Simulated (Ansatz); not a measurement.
Relaxed TiAl (CuAu type, space group P4/mmm):

```yaml
crystal:
  lattice:
    - [2.81297, 0.00000, 0.00000]
    - [0.00000, 2.81297, 0.00000]
    - [0.00000, 0.00000, 4.05847]
  atoms:
    - { symbol: Al, position: [0.50000, 0.50000, 0.50000] }
    - { symbol: Ti, position: [0.00000, 0.00000, 0.00000] }
```

Two-dimensional scan of atom 2 (Ti, nearest neighbour Ti at 2.813 Å; its periodic images, 2.8 Å or more away, move with it): u runs along (0.707, 0.707, 0.000), v along (0.000, 0.000, 1.000) (Cartesian). Cell and other atoms are fixed.

Method: r2SCAN (plane waves to 500 eV, PAW, scalar-relativistic; Ansatz, a first-principles code). k mesh 13×13×9 (Γ-centred), Fermi-Dirac smearing 0.05 eV. E stands for the smeared free energy. Points where atoms come too close for the PAW data are left out (x in tables, blank in figures). With partly filled bands, energies and forces of such displacements shift with the k mesh and the smearing. TiAl is run without spin polarisation. TiAl was relaxed with its symmetry unable to fall. The last digit holds for this mesh only.

Changes of ΔE (meV/cell) from the point u = 0.000 Å, v = 0.000 Å when one coordinate moves alone (two changes are said to add if the coupling is within 5 % of the smaller one, nearly so within 20 %):

```csv
point,change
"u = 0.000 Å, v = -0.700 Å",1753.0
"u = 0.000 Å, v = -0.350 Å",403.4
"u = -0.700 Å, v = 0.000 Å",1257.2
"u = -0.350 Å, v = 0.000 Å",306.6
"u = 0.350 Å, v = 0.000 Å",306.6
"u = 0.700 Å, v = 0.000 Å",1257.2
"u = 0.000 Å, v = 0.350 Å",403.4
"u = 0.000 Å, v = 0.700 Å",1753.0
```

Problem. What is the change at u = 0.350 Å, v = -0.700 Å, where both move, and how far is it from the sum?

Solution. The sum of the single changes is 306.6 + (1753.0) = 2059.6; the calculation gives 2467.2, so the coupling contributes 407.6 (over 20 % of the smaller single change, not additive).

Problem. Do the two effects add at u = -0.700 Å, v = -0.350 Å? Give the computed change.

Solution. The sum of the single changes is 1257.2 + (403.4) = 1660.6; the calculation gives 2095.0, so the coupling contributes 434.4 (over 20 % of the smaller single change, not additive).

Problem. What is the change at u = 0.350 Å, v = 0.350 Å, where both move, and how far is it from the sum?

Solution. The sum of the single changes is 306.6 + (403.4) = 710.0; the calculation gives 807.0, so the coupling contributes 97.0 (over 20 % of the smaller single change, not additive).

(For displaced atoms, the force is minus the slope of the energy, and its curvature is a force constant, which sets phonon frequencies.)
